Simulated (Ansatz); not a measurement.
Crystals of one structure type (zinc blende) and one family of elements, relaxed and computed with the program Ansatz at the HSE06 level (PAW).

```
crystal  V (Å³/atom)  B₀ by P(V) fit (GPa)
-------  -----------  --------------------
AlN            10.40                   212
BP             11.57                   174
GaP            20.40                  87.7
AlP            20.52                     ?
InP            25.69                  69.4
InAs           28.48                  58.3
GaSb           28.92                  53.8
```

### Question
Fit a straight line to ln B₀ against ln V and predict the withheld value.

### Answer
Least squares on the 6 shown rows: ln B₀ = -1.26 × ln V + (8.277), with a scatter of 4 %. For AlP this gives 87.4. The run itself gave 90.7, within the scatter.

All cells were relaxed under the symmetry of their starts (and spin orders); stability against distortions was not tested throughout. Scalar-relativistic: spin–orbit coupling is off unless named, which matters more the heavier the elements.

Potentials: the later of the program's two PAW sets.
